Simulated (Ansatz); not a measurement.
TaN:
```
TaN
1.0
    0.00000     2.20811     2.20811
    2.20811     0.00000     2.20811
    2.20811     2.20811     0.00000
Ta N
1 1
Direct
  0.50000   0.50000   0.50000
  0.00000   0.00000   0.00000
```

Relaxed with PBE. Special points in fractions of this cell's reciprocal vectors: Γ (0.000, 0.000, 0.000); X (0.500, 0.000, 0.500); U (0.625, 0.250, 0.625); K (0.375, 0.375, 0.750); L (0.500, 0.500, 0.500); W (0.500, 0.250, 0.750).

### Question
List the band energies nearest the Fermi level at these points for PBE in the plane-wave PAW code Ansatz.

### Answer
In eV from the Fermi level; about four levels below and three above (degenerate sets whole), none deeper than 8.9 eV; … stands for higher levels left out; points with the same levels are listed once.

```
k                                below           above
-  -----------------------------------  --------------
Γ  -3.81 -3.81 -3.81 -2.06 -2.06 -2.06     0.08 0.08 …
X              -6.61 -5.37 -4.62 -4.62  2.10 3.50 3.50
U              -7.62 -6.76 -6.12 -2.20  2.43 2.53 4.48
L                          -7.49 -7.49  1.88 1.88 1.96
W              -6.73 -6.73 -0.18 -0.18  3.52 3.98 4.46
```

Space group Fm-3m (rock salt). This is a known high-temperature phase of the composition, computed here at zero pressure and temperature. The PBE relaxation kept the symmetry of its start; its stability against distortions is not shown here. The run is not spin-polarised. Spin–orbit coupling is left out wherever it is not named.

Potentials: the earlier of the program's two PAW sets.
